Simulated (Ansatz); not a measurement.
One starting cell of ZnInGaO4 (a generated trial cell of ZnInGaO4 in the InGaZnO4 structure type) was relaxed twice with Ansatz (plane waves, PAW, scalar-relativistic): with r2SCAN at 500 eV and with PBE at 420 eV. The r2SCAN result:

```cif
data_GaInO4Zn
_chemical_formula_sum 'In1 Ga1 Zn1 O4'
_space_group_name_H-M_alt 'P 1'
_space_group_IT_number 1
_cell_length_a 8.79743
_cell_length_b 8.79743
_cell_length_c 8.79743
_cell_angle_alpha 21.694
_cell_angle_beta 21.694
_cell_angle_gamma 21.694
loop_
_space_group_symop_operation_xyz
  'x, y, z'
loop_
_atom_site_label
_atom_site_type_symbol
_atom_site_fract_x
_atom_site_fract_y
_atom_site_fract_z
_atom_site_occupancy
In1 In 0.99693 0.99693 0.99693 1
Ga1 Ga 0.21290 0.21290 0.21290 1
Zn1 Zn 0.78127 0.78127 0.78127 1
O1 O 0.13652 0.13652 0.13652 1
O2 O 0.87896 0.87896 0.87896 1
O3 O 0.28862 0.28862 0.28862 1
O4 O 0.70481 0.70481 0.70481 1
```

| quantity | r2SCAN | PBE |
|---|---|---|
| space group | R3m | R3m |
| volume (Å³/atom) | 11.65 | [?] |
| a (Å) | 3.311 | [?] |
| c (Å) | 25.762 | [?] |
| gap (eV, no spin-orbit coupling) | 1.77 | [?] |
| pressure at 70 % of the level's own volume (GPa) | 143.1 | [?] |

What does PBE give for the same quantities?


- volume (Å³/atom), PBE: 12.13
- a (Å), PBE: 3.356
- c (Å), PBE: 26.114
- gap (eV, no spin-orbit coupling), PBE: 1.11
- pressure at 70 % of the level's own volume (GPa), PBE: 124.3

Both levels end in the same structure; PBE's volume is 4.1 % larger; its gap is 0.66 eV smaller. Neither column is exact.

No spin polarisation in the result.

The run could not lose the symmetry of its start; a randomly shaken copy of 7 atoms returns to this structure.

Ansatz is a program for electronic structure.
